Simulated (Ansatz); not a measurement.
MgPt:
```
CELL_PARAMETERS angstrom
      5.04328     0.00000     0.00000
      0.00000     5.04328     0.00000
      0.00000     0.00000     5.04328
ATOMIC_POSITIONS crystal
  Mg 0.15557 0.34443 0.65557
  Mg 0.34443 0.65557 0.15557
  Mg 0.65557 0.15557 0.34443
  Mg 0.84443 0.84443 0.84443
  Pt 0.85255 0.64745 0.35255
  Pt 0.64745 0.35255 0.85255
  Pt 0.35255 0.85255 0.64745
  Pt 0.14745 0.14745 0.14745
```

Relaxed with r²SCAN.

Q: Map the electron localisation function on the plane through (0.156, 0.344, 0.656) spanned by u = [1, 0, 0] and v = [0, 1, 0] in lattice vectors, from the program Ansatz at the r²SCAN level (PAW).

A: x is the fraction of u, y of v (the angle between them is 90°; rows are the nearest grid lines); atoms in the plane: Mg at (0.00, 0.00), Pt at (0.20, 0.51).
```
|23540045554554444453004532|
|34630045554555444553004643|
|56510145554444445554002565|
|43100245544444555554100244|
|00002444444445555543200000|
|01234444444455555443210000|
|55555443344455443322223455|
|55556654434454432211234555|
|55678886544454321001134555|
|46789998754454310000134544|
|56899999864454210000134445|
|57999999865444200000134445|
|47999999864443210000134444|
|46899999864443210001244444|
|45689998643333322222344444|
|44567776433333333334445444|
|44455544322233334444555554|
|55554433222223334444444455|
|00134443322222334444432100|
|00002343332222334444410000|
|43100244433333334444200144|
|56510145443443334454101565|
|34640045544444434454003643|
|23540045554554444453004532|
```
Scale: ten equal steps from 0.033 (start of '0') to 0.683 (end of '9'), in the order '0123456789'; x runs from 0.000 to 1.00, y from 0.000 (bottom) to 1.00 (top).

The density is the valence pseudo-density with augmentation charge, so density and ELF within about 1 Å of a nucleus are not all-electron values.

Space group P2_13. The workflow started from a Materials Project entry (that database holds measured and hypothetical structures alike); the Crystallography Open Database copy checked does not list it. With Mg and Pt taken as one species the cell has the higher symmetry Pa-3, so it may be an ordered model of a mixed-site phase. Whether it is the stable phase at ambient conditions was not checked. The cell was relaxed with r²SCAN under the symmetry of its start. At this level the phase is mechanically unstable. The run is not spin-polarised. Scalar-relativistic: spin–orbit coupling is off unless named, which matters more the heavier the elements.

Potentials: the later of the program's two PAW sets.
